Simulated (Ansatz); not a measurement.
Starting structure of a cell relaxation (symmetry kept):

```yaml
crystal:
  lattice:
    - [-4.00791, 4.00791, 3.17432]
    - [4.00791, -4.00791, 3.17432]
    - [4.00791, 4.00791, -3.17432]
  atoms:
    - { symbol: Bi, position: [0.37500, 0.70247, 0.82747] }
    - { symbol: Bi, position: [0.87500, 0.54753, 0.17253] }
    - { symbol: Bi, position: [0.29753, 0.12500, 0.67253] }
    - { symbol: Bi, position: [0.45247, 0.62500, 0.32747] }
    - { symbol: Te, position: [0.00000, 0.00000, 0.00000] }
    - { symbol: Te, position: [0.75000, 0.25000, 0.50000] }
```

All numbers below come from DFT PBE, scalar-relativistic, plane waves, PAW (Ansatz).

Settings: cutoff 420 eV, Γ-centred mesh 8×8×8 on the computed 6-atom cell, Gaussian smearing of 0.10 eV; no spin polarisation.

Problem. What does it relax to?

Solution. The volume goes up by 2.09 Å³/atom to 36.09 Å³/atom, and the energy falls by 36.8 meV/atom. Final structure:
```yaml
crystal:
  lattice:
    - [-4.17330, 4.17330, 3.10790]
    - [4.17330, -4.17330, 3.10790]
    - [4.17330, 4.17330, -3.10790]
  atoms:
    - { symbol: Bi, position: [0.37500, 0.62504, 0.75004] }
    - { symbol: Bi, position: [0.87500, 0.62496, 0.24996] }
    - { symbol: Bi, position: [0.37496, 0.12500, 0.74996] }
    - { symbol: Bi, position: [0.37504, 0.62500, 0.25004] }
    - { symbol: Te, position: [0.00000, 0.00000, 0.00000] }
    - { symbol: Te, position: [0.75000, 0.25000, 0.50000] }
```

Course of the relaxation (steps run on the plane waves of an earlier cell, and the basis is chosen afresh near the end, so energy and pressure can step there; trial steps that raised the energy were taken back; energies are free energies):

```json
{"step": "1", "E − E_final (meV/atom)": "36.8", "largest force component (eV/Å)": "0.159", "P (GPa)": "-0.19", "V (Å³/atom)": "33.99"}
{"step": "2", "E − E_final (meV/atom)": "25.9", "largest force component (eV/Å)": "0.118", "P (GPa)": "0.21", "V (Å³/atom)": "34.25"}
{"step": "3", "E − E_final (meV/atom)": "10.5", "largest force component (eV/Å)": "0.088", "P (GPa)": "-0.29", "V (Å³/atom)": "35.59"}
{"step": "4", "E − E_final (meV/atom)": "2.3", "largest force component (eV/Å)": "0.040", "P (GPa)": "-0.36", "V (Å³/atom)": "36.33"}
{"step": "5", "E − E_final (meV/atom)": "0.8", "largest force component (eV/Å)": "0.009", "P (GPa)": "-0.23", "V (Å³/atom)": "36.37"}
{"step": "6", "E − E_final (meV/atom)": "0.3", "largest force component (eV/Å)": "0.000", "P (GPa)": "0.04", "V (Å³/atom)": "36.03"}
{"step": "7", "E − E_final (meV/atom)": "0.3", "largest force component (eV/Å)": "0.000", "P (GPa)": "0.01", "V (Å³/atom)": "36.09"}
{"step": "8", "E − E_final (meV/atom)": "0.0", "largest force component (eV/Å)": "0.000", "P (GPa)": "0.00", "V (Å³/atom)": "36.09"}
```

Spin–orbit coupling is left out, which can shift energies with elements as heavy as these.